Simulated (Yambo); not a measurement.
## Optical response of ZrN

```xyz
2
Lattice="0.0000 2.2943 2.2943 2.2943 0.0000 2.2943 2.2943 2.2943 0.0000" Properties=species:S:1:pos:R:3 pbc="T T T"
N      0.0000     0.0000     0.0000
Zr     2.2943     2.2943     2.2943
```

Yambo, TDDFT with the adiabatic LDA kernel on LDA bands; 16×16×16 mesh, 35 bands, 4 Ry local-field block, 0.25 eV broadening; field along x.

| E (eV) | Im ε | Im ε, independent particles |
|---|---|---|
| 0.6 | 3.49 | 3.49 |
| 1.0 | 1.33 | 1.33 |
| 1.4 | 0.95 | 0.96 |
| 1.8 | 0.65 | 0.65 |
| 2.1 | 0.66 | 0.66 |
| 2.5 | 0.78 | 0.78 |
| 2.9 | 1.04 | 1.05 |
| 3.2 | 1.56 | 1.58 |
| 3.6 | 1.77 | 1.79 |
| 4.0 | 2.38 | 2.42 |
| 4.4 | 3.73 | 3.80 |
| 4.8 | 4.97 | 5.04 |
| 5.1 | 6.47 | 6.55 |
| 5.5 | 7.27 | 7.35 |
| 5.9 | 7.66 | 7.69 |
| 6.2 | 8.00 | 8.02 |
| 6.6 | 7.69 | 7.71 |
| 7.0 | 8.15 | 8.15 |
| 7.4 | 7.71 | 7.73 |
| 7.8 | 8.35 | 8.40 |
| 8.1 | 7.81 | 7.86 |
| 8.5 | 7.89 | 7.96 |
| 8.9 | 7.78 | 7.86 |
| 9.2 | 7.23 | 7.30 |
| 9.6 | 6.96 | 7.04 |
| 10.0 | 5.62 | 5.67 |
| 10.4 | 4.32 | 4.35 |
| 10.8 | 3.97 | 4.02 |
| 11.1 | 3.12 | 3.17 |
| 11.5 | 2.19 | 2.24 |
| 11.9 | 1.56 | 1.60 |
| 12.2 | 1.34 | 1.40 |
| 12.6 | 1.13 | 1.19 |
| 13.0 | 0.94 | 1.01 |
| 13.4 | 0.94 | 1.02 |
| 13.8 | 0.96 | 1.06 |
| 14.1 | 1.05 | 1.17 |
| 14.5 | 1.09 | 1.25 |
| 14.9 | 1.21 | 1.43 |
| 15.2 | 1.19 | 1.41 |
| 15.6 | 1.28 | 1.48 |
| 16.0 | 1.47 | 1.64 |
| 16.4 | 1.49 | 1.65 |
| 16.8 | 1.37 | 1.55 |
| 17.1 | 1.39 | 1.58 |
| 17.5 | 1.31 | 1.48 |
| 17.9 | 1.26 | 1.40 |
| 18.2 | 1.27 | 1.38 |
| 18.6 | 1.23 | 1.26 |
| 19.0 | 1.21 | 1.23 |
| 19.4 | 1.17 | 1.15 |
| 19.8 | 1.07 | 1.05 |

Only interband transitions are included: the Drude term is missing, so nothing below about 0.6 eV and no real part is shown. Structure narrower than a few tenths of an eV can come from the finite k mesh.

Spin-orbit coupling is not included.

Geometry of the Materials Project entry, not relaxed at this level.
